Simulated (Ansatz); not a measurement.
NbP (CsCl type, Pm-3m) at seven volumes, DFT-LDA in the program Ansatz with PAW potentials, scaled uniformly. One row is withheld.

```json
[
 {"V (Å³/atom)": "13.067", "P (GPa)": "24.88"},
 {"V (Å³/atom)": "13.498", "P (GPa)": "15.25"},
 {"V (Å³/atom)": "13.929", "P (GPa)": "7.02"},
 {"V (Å³/atom)": "14.359", "P (GPa)": "0.00"},
 {"V (Å³/atom)": "14.790", "P (GPa)": "?"},
 {"V (Å³/atom)": "15.221", "P (GPa)": "-11.08"},
 {"V (Å³/atom)": "15.652", "P (GPa)": "-15.44"}
]
```

Task: Fit the shown pressures and predict the withheld one.

Result: P = (3/2)B₀(x^(7/2) − x^(5/2))[1 + (3/4)(B′ − 4)(x − 1)] with x = (V₀/V)^(2/3). Least squares on the six rows gives V₀ = 14.360 Å³/atom, B₀ = 215 GPa, B′ = 4.27. At V = 14.790, x = 0.9805 and P = -5.96 GPa. The run itself gave -5.98 GPa.

A made-up cell: these elements were put on the sites of a structure type; neither database checked (COD, Materials Project) lists it. COD files the formula under space group No. 141, so this cell is another polymorph or a model. Whether it is the stable phase at ambient conditions was not checked. Symmetry was held in the LDA relaxation; phonons on a q-mesh show no instability. No spin polarisation was allowed.

Potentials: the later of the program's two PAW sets.
